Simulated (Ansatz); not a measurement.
Given:

B₄C:
```yaml
crystal:
  lattice:
    - [4.37121, 2.78984, 0.00000]
    - [-4.37121, 2.78984, 0.00000]
    - [-2.41763, 0.00000, 4.40832]
  atoms:
    - { symbol: B, position: [0.49175, 0.50825, 0.83834] }
    - { symbol: B, position: [0.50201, 0.17614, 0.48398] }
    - { symbol: B, position: [0.82386, 0.49799, 0.48398] }
    - { symbol: B, position: [0.49408, 0.83091, 0.50544] }
    - { symbol: B, position: [0.16909, 0.50592, 0.50544] }
    - { symbol: B, position: [0.30705, 0.69295, 0.18084] }
    - { symbol: B, position: [0.68960, 0.31040, 0.81193] }
    - { symbol: B, position: [0.30287, 0.18816, 0.69506] }
    - { symbol: B, position: [0.81184, 0.69713, 0.69506] }
    - { symbol: B, position: [0.69619, 0.81750, 0.29881] }
    - { symbol: B, position: [0.18250, 0.30381, 0.29881] }
    - { symbol: B, position: [0.00040, 0.99960, 0.98788] }
    - { symbol: C, position: [0.50331, 0.49669, 0.17563] }
    - { symbol: C, position: [0.12560, 0.87440, 0.88130] }
    - { symbol: C, position: [0.87851, 0.12149, 0.10361] }
```

This is the PBEsol-relaxed structure. Cartesian axes are those of the cell as given.

Problem. All from PBEsol in the plane-wave PAW code Ansatz, unless another level is named. Give the static dielectric constant ε0 (ions relaxed, cell fixed).

Solution. 7.60 (xx), 8.89 (yy), 8.74 (zz).

Problem. And the electronic dielectric constant ε∞ (DFPT)?

Solution. 7.16 (xx), 7.19 (yy), 7.03 (zz).

Problem. Give the Born charges (a third of the trace).

Solution. B -0.20 to +2.47, C -1.86 to -0.67 e.

Space group Cm. The first step of the workflow began from a Materials Project structure, measured or hypothetical; the Crystallography Open Database copy checked does not list it. Whether it is the stable phase at ambient conditions was not checked. The cell was relaxed with PBEsol under the symmetry of its start; its stability against distortions is not shown here.

Potentials: the earlier of the program's two PAW sets. The files were generated under PBE; for other functionals the program regenerates the frozen cores, and for LDA and PBEsol the local potential too.
